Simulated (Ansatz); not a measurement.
Al₂Pt (fluorite or antifluorite type, Fm-3m), PBE (plane waves, PAW; program Ansatz), all energies at zero smearing, with the estimated change up to a 700 eV cutoff added, with one set of potentials and settings (totals compare only within such a set). Cell of 3 atoms (2 Al, 1 Pt): -13600.672 eV.

| element | reference phase | E (eV/atom) |
|---|---|---|
| Al | Fm-3m, 1 atoms in the cell | -537.5049 |
| Pt | Fm-3m, 1 atoms in the cell | -12523.0127 |

Formation energy per atom, worked out: (-13600.672 − 2×(-537.5049) − 1×(-12523.0127))/3 = -0.883 eV/atom (-85 kJ per mol of atoms), at 0 K, without zero-point energy or fitted corrections.

The cell was relaxed with PBE under the symmetry of its start. The run is not spin-polarised. The references are the lowest solids computed at this level, not always the standard phases. Spin–orbit coupling is left out wherever it is not named.

Potentials: the later of the program's two PAW sets.
